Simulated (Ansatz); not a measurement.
# Piezoelectric tensor of Ti₃SnO₈

These are results of DFT PBE, scalar-relativistic, plane waves, PAW (Ansatz 0.2.0), not measurements. Plane waves to 420 eV; Γ-centred k mesh 8×8×4; fixed occupations. No spin polarisation.

The cell, relaxed at this level:
```
Ti Sn O
1.0
     3.83932    0.00000    0.00000
     0.00000    3.83932    0.00000
     0.00000    0.00000   10.04160
Ti Sn O
3 1 8
Direct
  0.00000 0.00000 0.00000
  0.00000 0.50000 0.23722
  0.50000 0.00000 0.76278
  0.50000 0.50000 0.50000
  0.00000 0.00000 0.19740
  0.50000 0.50000 0.71678
  0.00000 0.50000 0.43906
  0.50000 0.00000 0.95987
  0.00000 0.50000 0.04013
  0.50000 0.00000 0.56094
  0.00000 0.00000 0.80260
  0.50000 0.50000 0.28322
```

The structure comes from a generated guess, relaxed at this level; another structure or a mixture of phases may lie lower. Spin–orbit coupling is left out, which matters for heavy elements.

Q: Give the relaxed-ion proper piezoelectric stress tensor e_iJ (C/m², Voigt columns xx yy zz yz xz xy).

A:
```
x    0.000  0.000  0.000  0.000 -0.118  0.000
y    0.000  0.000  0.000  0.118  0.000  0.000
z   -0.439  0.439  0.000  0.000  0.000  0.000
```
Signs follow the orientation of the cell as given.

Q: With the elastic constants (GPa, Voigt order)
```
300.1 122.6 133.9   0.0   0.0   0.0
122.6 300.1 133.9   0.0   0.0   0.0
133.8 133.8 198.8   0.0   0.0   0.0
  0.0   0.0   0.0  39.9   0.0   0.0
  0.0   0.0   0.0   0.0  39.9   0.0
  0.0   0.0   0.0   0.0   0.0  50.6
```
find the strain coefficients d = e·C⁻¹ (pC/N).

A:
```
x    0.00  0.00  0.00  0.00 -2.97  0.00
y    0.00  0.00  0.00  2.97  0.00  0.00
z   -2.47  2.47  0.00  0.00  0.00  0.00
```
